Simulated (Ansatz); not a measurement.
SnO, DFT, PBEsol, PAW with Ansatz's default frozen-core files, scalar-relativistic (Ansatz 0.2.0), run on 1 thread of Arm Neoverse V2 on a shared host.

The cell is COD entry 9008956, as deposited and not checked against the literature; nothing was relaxed.

Command: `ansatz run input.yaml --threads 1 --pin off --max-ram 6144MiB --backend cpu --events-out ev --progress --plain --runs-dir out`

```yaml
crystal:
  lattice:
    - [3.802, 0.0, 0.0]
    - [0.0, 3.802, 0.0]
    - [0.0, 0.0, 4.836]
  atoms:
    - { symbol: Sn, position: [0.0, 0.5, 0.2385] }
    - { symbol: Sn, position: [0.5, 0.0, 0.7615] }
    - { symbol: O, position: [0.0, 0.0, 0.0] }
    - { symbol: O, position: [0.5, 0.5, 0.0] }
kpoints:
  mp_grid: { grid: [8, 8, 6] }
  band_path:
    path:
      - [0.0, 0.0, 0.0]
      - [0.0, 0.5, 0.0]
      - [0.5, 0.5, 0.0]
      - [0.0, 0.0, 0.0]
      - [0.0, 0.0, 0.5]
      - [0.0, 0.5, 0.5]
      - [0.5, 0.5, 0.5]
      - [0.0, 0.0, 0.5]
      - [0.0, 0.5, 0.0]
    npoints: 14
scf:
  occupations: { method: fermi_dirac, width: 0.01 }
hamiltonian:
  xc: pbesol
  pseudopotentials: { kind: paw }
output:
  forces: true
  stress: true
  eigenvalues: true
  efg: { contact_densities: true }
  populations: true
  bader: true
  dos: { projected: true, de: 0.2, e_range: [-14, 8] }
  write_density: true
  write_potential: true
  elf: true
  volumetric_format: npy
```

**Question.** How large is the problem that the program sets up?

**Answer.** 60 irreducible k-points, 1361 plane waves at Γ, 24 bands.

**Question.** Estimate the wall time and the peak memory.

**Answer.** 39 s of wall time for 6 SCF iterations, with a peak of 0.41 GiB. Times on shared machines scatter by tens of per cent.

**Question.** And the same cell and mesh by full-potential LAPW, asked for forces, stress, eigenvalues, populations, dos and the same band path, on the same hardware?

**Answer.** 95 s, peak memory 0.62 GiB.

**Question.** And the same cell and mesh by all-electron PAW (datasets made for this crystal), asked for forces, stress, eigenvalues, efg and the same band path, on the same hardware?

**Answer.** 41 s, peak memory 0.75 GiB.
